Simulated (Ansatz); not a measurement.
HfC in space group P-6m2 (No. 187; Hf on 1a, C on 1d), r²SCAN (plane waves, PAW; program Ansatz), all energies at zero smearing, with the estimated change up to a 700 eV cutoff added, with one set of potentials and settings (totals compare only within such a set). Cell of 2 atoms (1 Hf, 1 C): -15985.288 eV.

| element | reference phase | E (eV/atom) |
|---|---|---|
| Hf | P6_3/mmc, 2 atoms in the cell | -15733.0631 |
| C | P6_3/mmc, 4 atoms in the cell | -251.6711 |

Formation energy per atom, worked out: (-15985.288 − 1×(-15733.0631) − 1×(-251.6711))/2 = -0.277 eV/atom (-27 kJ per mol of atoms), at 0 K, without zero-point energy or fitted corrections.

The start of the workflow was typed in or built on a structure type; neither database checked (COD, Materials Project) lists it. It is not the phase usual at ambient conditions (space group No. 225). Symmetry was held in the r²SCAN relaxation; whether a distortion lowers the energy is not shown. The run is not spin-polarised. The references are the lowest solids computed at this level, not always the standard phases. Spin–orbit coupling is left out wherever it is not named.

Potentials: the later of the program's two PAW sets.
